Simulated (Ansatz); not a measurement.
The elements of this relaxed trial crystal are hidden behind letters.

```
lattice vectors (Å)
   5.7511    0.0000    0.0000
  -2.8755    4.9806    0.0000
   0.0000    0.0000    3.9013
fractional positions
X 0.0000 0.0000 0.0000
Z 0.3333 0.6667 0.5000
Z 0.6667 0.3333 0.5000
Q 0.3333 0.6667 0.0000
Q 0.0000 0.3158 0.5000
Q 0.6842 0.6842 0.5000
Q 0.3158 0.0000 0.5000
Q 0.6667 0.3333 0.0000
```

The calculation used Ansatz, DFT PBE, scalar-relativistic, plane waves, PAW. The final run on the 8-atom cell used 420 eV, a Γ-centred 12×12×10 mesh, 0.10 eV smearing and no spin polarisation.

- Space group: P-62m (No. 189)
- Conventional cell: a = 5.751 Å, c = 3.901 Å
- Volume per atom: 13.97 Å³
- Density: 6.67 g/cm³
- Formation energy: −2.38 eV/atom
- Gap on the 12×12×10 mesh of the 8-atom cell: 0 eV (a metal)

Energies are uncorrected and count from the elements' standard states at the same level.

**Question.** X is an s-block element of period 2, Z is a d-block element of period 6 and Q is a p-block element of period 2. Which elements are they?

**Answer.** X = Li, Z = Ta, Q = O, so the formula is LiTa2O5. Density times volume gives a mean mass of 6.67 × 13.97/1.6605 = 56.1 u per atom, and this set has 56.1 u. Li is surrounded by 6 O at 2.67 Å and 6 O at 3.32 Å; Ta has 5 O at 1.95–1.97 Å; around O on a site of symmetry -6 lie 2 Ta at 1.95 Å; 1 more site not described. Other sets within the hints have nearly the same mass, so mass alone doesn't settle it; this one was computed.

Spin–orbit coupling, which can matter for Ta, is left out. An odd number of electrons in the primitive cell allows no gap without spin; a larger cell or a magnetic state could open one. A structure relaxed within its symmetry needn't be a true minimum.
